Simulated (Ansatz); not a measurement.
Two inputs for RbSb4F13

Cell: a structure deposited in the COD, its atoms then relaxed with PBE in this cell.

```
CELL_PARAMETERS angstrom
-4.81750 4.81750 3.28150
4.81750 -4.81750 3.28150
4.81750 4.81750 -3.28150
ATOMIC_POSITIONS crystal
Rb 0.50000 0.50000 0.00000
Sb 0.00631 0.27713 0.28344
Sb 0.27713 0.99369 0.27081
Sb 0.99369 0.72287 0.71656
Sb 0.72287 0.00631 0.72919
F 0.00000 0.00000 0.00000
F 0.56144 0.87656 0.43800
F 0.87656 0.43856 0.31512
F 0.43856 0.12344 0.56200
F 0.12344 0.56144 0.68488
F 0.43015 0.33456 0.32077
F 0.33456 0.01379 0.90441
F 0.01379 0.10938 0.67923
F 0.10938 0.43015 0.09559
F 0.56985 0.66544 0.67923
F 0.66544 0.98621 0.09559
F 0.98621 0.89062 0.32077
F 0.89062 0.56985 0.90441
```

Atoms are numbered from 1 in the order listed; like atoms form one site, named after its first atom.

Reference run. Computed with Ansatz: DFT, PBE, plane waves and PAW, scalar-relativistic, 420 eV cutoff, Γ-centred 4×4×4 k-points, Fermi–Dirac smearing 0.02 eV.

**Question.** The input is changed as follows: `total_charge`: not typed → 4; `scf.max_iter`: not typed → 50. What happens to V_zz (10²¹ V/m²) and η?

**Answer.** 

```
site  atom  V_zz reference  η reference  V_zz changed  η changed
  Rb     1           -2.19         0.00         -0.74       0.00
  Sb     2           -31.7         0.15        -11.36       0.43
  F6     6           -7.58         0.00        -13.65       0.00
  F7     7           10.60         0.23         19.38       0.01
 F11    11           11.69         0.26         17.54       0.45
```

The largest change of V_zz is on Sb, from -31.7 to -11.36. In per cent, |V_zz| changes by -66 on Rb, -64 on Sb, +50 to +83 on F (all sites that start above 2). Where |V_zz| stays above 0.1, η moves most on Sb, from 0.15 to 0.43. The changed cell holds a charge of +4 on a uniform background, so it isn't the neutral crystal. At these positions, which the reference run relaxed to, the changed run has forces up to 1.5 eV/Å, so its atoms aren't at their own equilibrium. The gap no longer holds the Fermi energy in the changed run, so its gradients also hang on the k-mesh and the smearing. The changed input holds a charge that the system can't hold, so its numbers aren't properties of the crystal.

On the reference run: Without spin–orbit coupling (the program notes it for Rb and Sb) the gradients are little affected as a rule: paired runs on crystals with a gap mostly move them by under 2 % at such atoms. With these PAW files V_zz is typically within 2 to 3 % of all-electron values, but misses above 10 % occur on Sb.
